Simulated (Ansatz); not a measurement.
Bi:
```cif
data_Bi2
_chemical_formula_sum 'Bi2'
_space_group_name_H-M_alt 'P 1'
_space_group_IT_number 1
_cell_length_a 3.41386
_cell_length_b 3.41386
_cell_length_c 5.84183
_cell_angle_alpha 90.000
_cell_angle_beta 90.000
_cell_angle_gamma 120.000
loop_
_space_group_symop_operation_xyz
  'x, y, z'
loop_
_atom_site_label
_atom_site_type_symbol
_atom_site_fract_x
_atom_site_fract_y
_atom_site_fract_z
_atom_site_occupancy
Bi1 Bi 0.33333 0.66667 0.25000 1
Bi2 Bi 0.66667 0.33333 0.75000 1
```

Relaxed with LDA.

**Question.** Which orbitals make up the states near the Fermi level in the program Ansatz at the LDA level (PAW)?

**Answer.** Within 0.5 eV of the Fermi level: Bi 6p 92 %. Projections are on Löwdin-orthogonalised atomic valence shells; empty p or d shells of many metals are not among them.

**Question.** Tabulate the density of states.

**Answer.** States/eV per cell of 2 atoms, in 0.25 eV bins, energy from the Fermi level.

```csv
E (eV),total,Bi 6p,Bi 6s
-7.85,0.00,0.00,0.00
-7.60,0.00,0.00,0.00
-7.35,0.00,0.00,0.00
-7.10,0.00,0.00,0.00
-6.85,0.00,0.00,0.00
-6.60,0.00,0.00,0.00
-6.35,0.00,0.00,0.00
-6.10,0.00,0.00,0.00
-5.85,0.00,0.00,0.00
-5.60,0.03,0.03,0.00
-5.35,0.14,0.14,0.00
-5.10,0.54,0.53,0.01
-4.85,0.90,0.87,0.03
-4.60,1.09,1.04,0.04
-4.35,1.28,1.22,0.06
-4.10,1.69,1.60,0.08
-3.85,1.57,1.45,0.10
-3.60,1.34,1.21,0.11
-3.35,1.12,0.99,0.11
-3.10,1.17,1.04,0.12
-2.85,1.10,0.97,0.11
-2.60,0.81,0.71,0.09
-2.35,1.02,0.92,0.09
-2.10,1.22,1.10,0.09
-1.85,1.29,1.18,0.09
-1.60,0.96,0.88,0.06
-1.35,1.07,0.99,0.06
-1.10,1.17,1.08,0.06
-0.85,1.20,1.09,0.08
-0.60,1.11,1.02,0.06
-0.35,1.12,1.03,0.05
-0.10,1.22,1.13,0.05
0.15,1.23,1.13,0.05
0.40,1.35,1.25,0.04
0.65,1.51,1.40,0.04
0.90,1.62,1.51,0.04
1.15,1.64,1.52,0.03
1.40,1.56,1.44,0.03
1.65,1.61,1.49,0.03
1.90,1.50,1.38,0.02
2.15,1.86,1.73,0.02
2.40,1.90,1.78,0.02
2.65,1.40,1.31,0.01
2.90,1.19,1.11,0.01
3.15,1.06,0.99,0.01
3.40,0.95,0.89,0.01
3.65,0.80,0.76,0.01
3.90,0.73,0.68,0.00
4.15,0.63,0.55,0.00
4.40,0.53,0.43,0.00
4.65,0.42,0.30,0.00
```

Space group P6_3/mmc (hcp (Mg type)). The workflow started from an entry of the Crystallography Open Database (COD, 298 K), which files this formula under 2 space groups. It is not the phase usual at ambient conditions (space group No. 166). The LDA relaxation kept the symmetry of its start; whether a distortion lowers the energy is not shown. The volume moved by -72 % from the start of the relaxation. The volume fell by over 15 % from the filed cell, which may lack light atoms or belong to other conditions. Spin–orbit coupling is left out wherever it is not named.

Potentials: the later of the program's two PAW sets.
